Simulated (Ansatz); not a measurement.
Simulated (Ansatz). Plane-wave DFT: an element X is put into a periodic supercell of the crystal below and the atoms relax. X is one of the candidates, and is told by the neutral defect's formation energy over the elements (uncorrected), its moments where the run had spin, and its relaxed neighbours, eight at most.

```
cell
1.0
     5.4596    0.0000    0.0000
    -2.7298    4.7281    0.0000
     0.0000    0.0000    2.9625
Yb B Ru
1 2 3
Direct
  0.0000 0.0000 0.0000
  0.3333 0.6667 0.0000
  0.6667 0.3333 0.0000
  0.5000 0.0000 0.5000
  0.5000 0.5000 0.5000
  0.0000 0.5000 0.5000
```

host atoms in supercell: 18
functional: PBEsol
wave cutoff: 420 eV
k mesh: 4, 4, 4
k shift: 0.5, 0.5, 0.5 mesh steps
gaussian smearing: 0.05 eV
start displacement: 0.05 angstrom
electrons started on: no chosen atoms
candidate elements: F, Na, Fe, Cu, Y, In
found formation energy: -0.704 eV
found largest move from host sites: 0.554 angstrom

```tsv
supercell vector	supercell times a (host cell vectors)	supercell times b (host cell vectors)	supercell times c (host cell vectors)
A	-1	0	1
B	0	-1	1
C	1	1	1
```

```csv
change element,change kind,change place a (host cell vectors),change place b (host cell vectors),change place c (host cell vectors)
X,interstitial,0.125,0.25,0.5
```

| found neighbour element | found neighbour distance (angstrom) |
| --- | --- |
| Yb | 2.039 |
| Yb | 2.059 |
| Ru | 2.085 |
| Ru | 2.224 |
| Ru | 2.618 |
| B | 2.823 |
| B | 2.907 |
| B | 2.943 |

Question: Which element is X?

Answer: F.

Caveats: 4f shell without a U, which puts 4f levels too near the Fermi level; one random start near the defect, so other minima are possible; the supercell is small.
